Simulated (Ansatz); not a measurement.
Given:

Si2Ni:
```xyz
3
Lattice="0.0000 2.7223 2.7223 2.7223 0.0000 2.7223 2.7223 2.7223 0.0000" Properties=species:S:1:pos:R:3 pbc="T T T"
Si     1.3612     1.3612     1.3612
Si     4.0835     4.0835     4.0835
Ni     0.0000     0.0000     0.0000
```

This is the PBE-relaxed structure.

**Question.** All from DFT-PBE in the program Ansatz with PAW potentials, unless another level is named. Give the electronic character.

**Answer.** metallic (no gap).

**Question.** Predict the formation energy from the elements (no fitted shifts).

**Answer.** -0.35 eV/atom.

**Question.** What about the density of states at the Fermi level?

**Answer.** 0.29 states/eV per atom (mean over ±0.08 eV).

Space group Fm-3m (fluorite or antifluorite type). The cell was relaxed with PBE under the symmetry of its start. The run is not spin-polarised. The references are the lowest solids computed at this level, not always the standard phases.

Potentials: the earlier of the program's two PAW sets.
